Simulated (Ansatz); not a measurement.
C:
```cif
data_C4
_chemical_formula_sum 'C4'
_space_group_name_H-M_alt 'P 1'
_space_group_IT_number 1
_cell_length_a 3.33021
_cell_length_b 3.33021
_cell_length_c 3.33021
_cell_angle_alpha 98.110
_cell_angle_beta 98.110
_cell_angle_gamma 135.878
loop_
_space_group_symop_operation_xyz
  'x, y, z'
loop_
_atom_site_label
_atom_site_type_symbol
_atom_site_fract_x
_atom_site_fract_y
_atom_site_fract_z
_atom_site_occupancy
C1 C 0.18030 0.18030 0.36061 1
C2 C 0.18030 0.81970 0.00000 1
C3 C 0.81970 0.18030 0.00000 1
C4 C 0.81970 0.81970 0.63939 1
```

Relaxed with r²SCAN. 

Question: HSE06 on this cell (Ansatz, a quantum-chemistry and plane-wave program, PAW) gives a gap of 3.52 eV. What does r²SCAN give?

Answer: 2.67 eV.

Cost on shared cores: the r²SCAN run (SCF on a 13×13×13 mesh, then bands and DOS) very roughly 40 core-seconds, the HSE06 run (SCF on 9×9×9, then a few points) roughly 3 core-minutes; the tasks are unlike.

Space group I4/mmm. The start of the workflow was typed in or built on a structure type; the Crystallography Open Database copy checked does not list it. It is not the phase usual at ambient conditions (space group No. 194, 227). The cell was relaxed with r²SCAN under the symmetry of its start; whether a distortion lowers the energy is not shown.

Potentials: the earlier of the program's two PAW sets.

Ansatz is a plane-wave DFT program.
